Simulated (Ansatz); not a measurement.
Computed properties of Co₃Si

Co3Si:
```xyz
8
Lattice="4.8893 0.0000 0.0000 -2.4446 4.2343 0.0000 0.0000 0.0000 3.9029" Properties=species:S:1:pos:R:3 pbc="T T T"
Co     0.0000     1.4092     2.9272
Co     2.4446     2.8251     0.9757
Co     3.6689     0.7046     0.9757
Co    -1.2243     3.5297     2.9272
Co     1.2243     3.5297     2.9272
Co     1.2204     0.7046     0.9757
Si     2.4446     1.4114     2.9272
Si     0.0000     2.8228     0.9757
```

Space group P6_3/mmc (No. 194); conventional cell a = 4.8893 Å, b = 4.8893 Å, c = 3.9029 Å, α = 90.00°, β = 90.00°, γ = 120.00°.

Method: the program Ansatz at the PBEsol level (PAW). Structure relaxed to zero pressure with the same functional. Other levels are named where they apply.

Cell and energy:

* **Volume per atom**: 10.10 Å³
* **Density**: 8.42 g/cm³
* **Formation energy from the elements (no fitted shifts)**: -0.35 eV/atom

Electronic structure:

Electronic character: metallic (no gap)
Density of states at the Fermi level: 1.2 states/eV per atom (mean over ±0.08 eV)

Mechanics:

* **Bulk modulus (Birch–Murnaghan fit)**: 273 GPa
* **Pressure derivative B′**: 4.6
* **Elastic constants (relaxed ions, GPa)**: C11 = 461, C12 = 186, C13 = 162, C33 = 516, C44 = 77.6
* **Mechanical stability**: stable (all eigenvalues of C positive)
* **Hill bulk and shear moduli**: 273 and 114 GPa
* **Young's modulus**: 301 GPa
* **Poisson's ratio**: 0.32
* **Debye temperature from the elastic constants**: 568 K

Phonons:

- Highest zone-centre frequency: 381 cm⁻¹
- Zone-centre stability: no imaginary mode at Γ

The first step of the workflow began from a Materials Project structure, measured or hypothetical; the Crystallography Open Database copy checked does not list it. Its standing as an ambient phase is unchecked. The cell was relaxed with PBEsol under the symmetry of its start. The run is not spin-polarised. As this level gives no gap, shear constants depend on the k-mesh and smearing (Fermi–Dirac, 0.1 eV here). As this level gives no gap, phonon frequencies hold no LO–TO term and depend on the k-mesh and smearing (Fermi–Dirac, 0.1 eV here). On the denser mesh and wider smearing of the elastic run this cell carries a stress of 0.5 GPa. The references are the lowest solids computed at this level, not always the standard phases.

Potentials: the later of the program's two PAW sets.
